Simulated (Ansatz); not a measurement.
Ti (Fm-3m), zone-centre modes

Theory: DFT PBEsol, scalar-relativistic, plane waves, PAW in Ansatz 0.2.0. Settings: plane waves to 420 eV, k-mesh 18×18×20 (Γ-centred), Gaussian smearing 0.15 eV. No spin polarisation.

Reference structure (as given, not relaxed at this level; this fcc form isn't the usual structure):

```xyz
2
Lattice="0.0000 -2.0300 -2.0300 -2.0300 0.0000 -2.0300 2.0300 2.0300 -4.0600" Properties=species:S:1:pos:R:3 pbc="T T T"
Ti    0.0000    0.0000   -4.0600
Ti    0.0000    0.0000    0.0000
```

Harmonic modes by finite displacements of 0.02 Å, without the LO–TO term. The cell doubles the primitive one, so its zone centre also holds the primitive cell's point q = (0, 0, 1/2).

**Question.** At this geometry, is the structure stable against these modes?

**Answer.** Yes: no mode is imaginary beyond 10 cm⁻¹, and only the three translations lie near zero.

**Question.** List the wavenumbers in cm⁻¹.

**Answer.** 0, 0, 0, 92, 92, 177.

Cost: 1 run of about 1.9 core-minutes, on AMD EPYC 9R45 (Zen 5) (shared hosts).